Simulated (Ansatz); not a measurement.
ZnO (wurtzite)

```
ZnO
1.0
    3.22975     0.00000     0.00000
   -1.61488     2.79705     0.00000
    0.00000     0.00000     5.21478
Zn O
2 2
Cartesian
  1.61488   0.93235   0.01065
  0.00000   1.86470   2.61804
  1.61488   0.93235   3.24963
  0.00000   1.86470   0.64224
```

Scan: atom 2 (Zn, nearest neighbour O at 1.969 Å; its periodic images, 3.2 Å or more away, move with it) is displaced towards the nearest neighbour, direction (0.820, -0.474, 0.321) in Cartesian axes, by s. The other atoms stay.

The numbers are results of PBEsol (plane waves to 420 eV, PAW, scalar-relativistic; Ansatz, a program for electronic structure), not measurements. k mesh 9×9×5 (Γ-centred), Fermi-Dirac smearing 0.05 eV. Stress and pressure are positive under compression. F∥ is the force on the atom along that direction. ZnO was relaxed with its symmetry unable to fall. 

| s (Å) | P (GPa) | F∥ (eV/Å) |
|---|---|---|
| -0.390 | 3.0 | 1.058 |
| -0.312 | 2.3 | 1.041 |
| -0.234 | (withheld) | 0.961 |
| -0.156 | 0.8 | 0.790 |
| -0.078 | 0.2 | 0.489 |
| 0.000 | 0.0 | 0.000 |
| 0.078 | 0.3 | -0.762 |
| 0.156 | (withheld) | -1.916 |
| 0.234 | 3.5 | -3.633 |
| 0.312 | (withheld) | (withheld) |
| 0.390 | 12.4 | -9.796 |

**Question.** What belongs in the gaps?

**Answer.** 
- -0.234, P (GPa): 1.5
- 0.156, P (GPa): 1.4
- 0.312, P (GPa): 7.0
- 0.312, F∥ (eV/Å): -6.149

(A displaced cell: forces are minus the slopes of the energy, force constants its curvatures, and phonons follow from these.)
